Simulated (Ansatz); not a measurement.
Theory: DFT PBE, scalar-relativistic, plane waves, PAW in Ansatz 0.2.0. Cutoff 420 eV, Γ-centred 6×6×4 mesh (9-atom cell), Gaussian smearing of 0.02 eV, no spin polarisation.

The zero of energy is the elements' standard structures at the same level (O₂ as a molecule); no fitted shifts are applied.

Question: Find a candidate monoclinic wide-gap insulator with formula HfSi2O6, with a gap near 5.0 eV, a formation energy near −2.94 eV/atom and a density near 3.76 g/cm³, in a cell of 9 atoms.

Answer: HfSi2O6, space group C2 (No. 5). Hf has 4 O at 1.94–1.96 Å; Si is surrounded by 4 O at 1.63–1.64 Å; around O on its first site lie 1 Si at 1.63 Å and 1 Hf at 1.94 Å; O on its second site is surrounded by 2 Si at 1.64 Å; 1 more site not described.

Space group C2 (No. 5). a = 9.911 Å, b = 5.008 Å, c = 5.881 Å, α = 90.00°, β = 91.78°, γ = 90.00°
```csv
atom,site,symmetry,x,y,z
Hf,2b,2,0.0000,0.5410,0.5000
Si,4c,1,0.7470,0.7320,0.8448
O,4c,1,0.8896,0.3180,0.2975
O,4c,1,0.7698,0.9224,0.0694
O,4c,1,0.6228,0.2512,0.3172
```

The volume per atom is 16.21 Å³, the density is 3.76 g/cm³ and the formation energy is −2.936 eV/atom. The gap on the 6×6×4 mesh of the 9-atom cell is 5.03 eV.

The cell was found from a structure generator's guess, not taken from experiment. Other answers may fit too; this one was computed.

These runs have no spin–orbit coupling, which can matter for Hf. Kohn–Sham gaps at this level usually fall short of measured ones. This cell was reached by moving the atoms of another relaxed cell at random and relaxing again, last within the group found; it had no such test of its own.
